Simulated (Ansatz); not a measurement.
## As (bcc): energy against volume

Theory: Ansatz 0.2.0, DFT, r2SCAN, plane waves (500 eV) with PAW, scalar-relativistic. The PAW files were generated under PBE, with cores re-solved for the functional.

The cell is scaled uniformly from the relaxed one, with fractional coordinates and shape fixed. Energies are extrapolated to zero smearing, pressures are those at the given smearing. Magnetic state: spin not included.

A Birch-Murnaghan fit gives V₀ = 18.73 Å³/atom, B₀ = 86 GPa, B₀′ = 4.9.

(1) What are the energy above the minimum and the pressure at 17.304 Å³/atom?

(2) What are the energy above the minimum and the pressure at 18.056 Å³/atom?

(3) What are the energy above the minimum and the pressure at 19.561 Å³/atom?

Results:

(1) 34.1 meV/atom and 8.38 GPa as computed.

(2) 7.0 meV/atom and 3.62 GPa as computed.

(3) 9.0 meV/atom and -3.19 GPa as computed.
